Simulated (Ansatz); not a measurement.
Zr (hcp (Mg type), P6_3/mmc) at seven volumes, LDA (plane waves, PAW; program Ansatz), shape and atoms relaxed at each. One row is withheld.

```json
[
 {"V (Å³/atom)": "19.825", "P (GPa)": "10.92"},
 {"V (Å³/atom)": "20.479", "P (GPa)": "6.84"},
 {"V (Å³/atom)": "21.132", "P (GPa)": "3.22"},
 {"V (Å³/atom)": "21.786", "P (GPa)": "0.00"},
 {"V (Å³/atom)": "22.439", "P (GPa)": "-2.87"},
 {"V (Å³/atom)": "23.093", "P (GPa)": "-5.44"},
 {"V (Å³/atom)": "23.747", "P (GPa)": "?"}
]
```

**Question.** Fit the shown pressures and predict the withheld one.

**Answer.** Third-order Birch–Murnaghan: P = (3/2)B₀(x^(7/2) − x^(5/2))[1 + (3/4)(B′ − 4)(x − 1)] with x = (V₀/V)^(2/3). Least squares on the six rows gives V₀ = 21.785 Å³/atom, B₀ = 101.5 GPa, B′ = 2.87. At V = 23.747, x = 0.9441 and P = -7.72 GPa. The run itself gave -7.71 GPa.

The cell was relaxed with LDA under the symmetry of its start. No spin polarisation was allowed.

Potentials: the earlier of the program's two PAW sets. The files were generated under PBE; for other functionals the program regenerates the frozen cores, and for LDA and PBEsol the local potential too.
